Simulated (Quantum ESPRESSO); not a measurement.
```xyz
9
Lattice="4.8685 0.0000 0.0000 1.8567 5.2171 0.0000 2.2312 -0.2751 5.6218" Properties=species:S:1:pos:R:3 pbc="T T T"
Si     5.2394     3.9942     1.2203
Si     2.7497     1.6465     2.4234
Si     4.7718     2.8829     4.9766
Si     7.4808     4.8758     3.9194
P      1.4728    -0.0253     1.7386
P      4.0897     2.0537     0.6633
P      6.1688     3.1940     3.1741
P      3.7235     0.9320     4.3198
Fe     6.7231     5.2165     0.0002
```

The geometry is that of Materials Project entry mp-9198, symmetrised and not relaxed again.

Q: What does LDA (pw.x of Quantum ESPRESSO, ONCV potentials, without SOC) give for the electronic structure near the Fermi level?

A: The LDA gap is indirect, 0.93 eV, from Γ to L; the smallest direct gap is 1.27 eV. 

The structure is a Materials Project entry; no match was found in the copy of COD used, and its stability was not checked.

The runs are not spin-polarised; magnetic order was not tried.
